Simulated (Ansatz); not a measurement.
Data:

Co$_{3}$Sn:
```xyz
8
Lattice="5.2368 0.0000 0.0000 -2.6184 4.5352 0.0000 0.0000 0.0000 4.1724" Properties=species:S:1:pos:R:3 pbc="T T T"
Co     2.6184     3.1018     1.0431
Co    -1.3771     3.8185     3.1293
Co     1.2413     0.7167     1.0431
Co     0.0000     1.4334     3.1293
Co     3.9955     0.7167     1.0431
Co     1.3771     3.8185     3.1293
Sn     0.0000     3.0235     1.0431
Sn     2.6184     1.5117     3.1293
```
The run is spin-polarised; directions of the spins, atom by atom: ↑ ↑ ↑ ↑ ↑ ↑ 0 0.

This is the PBEsol-relaxed structure.

Problem. All from plane-wave PAW PBEsol (Ansatz code), unless another level is named. Predict the density of states at the Fermi level.

Solution. 2.4 states/eV per atom (mean over ±0.08 eV).

Problem. And the formation energy from the elements (no fitted shifts)?

Solution. 0.076 eV/atom.

Space group P6_3/mmc. The start of the workflow was typed in or built on a structure type; the Crystallography Open Database copy checked does not list it. Its standing as an ambient phase is unchecked. The PBEsol relaxation kept the symmetry of its start; whether a distortion lowers the energy is not shown. The final state is ferromagnetic, chosen from 3 collinear starts compared on coarse meshes (ties went to the first, and starts can fall back to one state), not a proven ground state. The references are the lowest solids computed at this level, not always the standard phases. Spin–orbit coupling is left out wherever it is not named.

Potentials: the earlier of the program's two PAW sets. The files were generated under PBE; for other functionals the program regenerates the frozen cores, and for LDA and PBEsol the local potential too.
